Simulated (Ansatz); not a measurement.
Starting cell, MoS$_{2}$ (3R-MoS2 type, space group R3m):

```
MoS2
1.0
    1.57661     0.91026     5.99789
   -1.57661     0.91026     5.99789
    0.00000    -1.82051     5.99789
Mo S
1 2
Cartesian
  0.00000   0.00000   0.00032
  0.00000   0.00000  13.55880
  0.00000   0.00000  10.43186
```

In this cell atom 2 (S, nearest neighbour Mo at 2.399 Å; its periodic images, 3.2 Å or more away, move with it) is moved by s along Cartesian z, unit vector (0.000, 0.000, 1.000); all other atoms and the cell stay fixed.

All values below come from PBE-D3(BJ) (plane waves to 420 eV, PAW, scalar-relativistic; Ansatz, a first-principles code). k mesh 10×10×10 (Γ-centred), Fermi-Dirac smearing 0.05 eV. Energies are smeared free energies. As the smearing reaches across the gap at some points, energies and forces of such displacements shift with the k mesh and the smearing. MoS2 is run without spin polarisation. MoS2 was relaxed with its symmetry unable to fall. The PAW data are Ansatz's earlier set. This is one of several known forms of MoS2; the measured ambient cells at hand have space group No. 194. The zero of ΔE is the undisplaced structure. The last digit holds for this mesh only.

```json
[
 {"s (Å)": "-0.480", "ΔE (meV/cell)": "2495.4"},
 {"s (Å)": "-0.384", "ΔE (meV/cell)": "withheld"},
 {"s (Å)": "-0.288", "ΔE (meV/cell)": "882.2"},
 {"s (Å)": "-0.192", "ΔE (meV/cell)": "371.9"},
 {"s (Å)": "-0.096", "ΔE (meV/cell)": "87.4"},
 {"s (Å)": "0.000", "ΔE (meV/cell)": "0.0"},
 {"s (Å)": "0.096", "ΔE (meV/cell)": "75.6"},
 {"s (Å)": "0.192", "ΔE (meV/cell)": "280.5"},
 {"s (Å)": "0.288", "ΔE (meV/cell)": "583.5"},
 {"s (Å)": "0.384", "ΔE (meV/cell)": "956.7"},
 {"s (Å)": "0.480", "ΔE (meV/cell)": "1374.6"}
]
```

**Question.** Fit a polynomial form (powers 2, 3, 4) to the given rows and predict ΔE at s = -0.384.

**Answer.** Least squares on the 10 given rows: ΔE = (8930)·s² + (-5162)·s³ + (-2352)·s⁴, in meV/cell with s in Å; root-mean-square residual 14.75 meV/cell. At -0.384 the fit gives 1557.9 meV/cell; the calculation gives 1600.4 meV/cell, so the interpolation is off by -42.5 (-2.7 %). The quadratic term alone would give 1316.8 meV/cell.

(For displaced atoms, the force is minus the slope of the energy, and its curvature is a force constant, which sets phonon frequencies.)
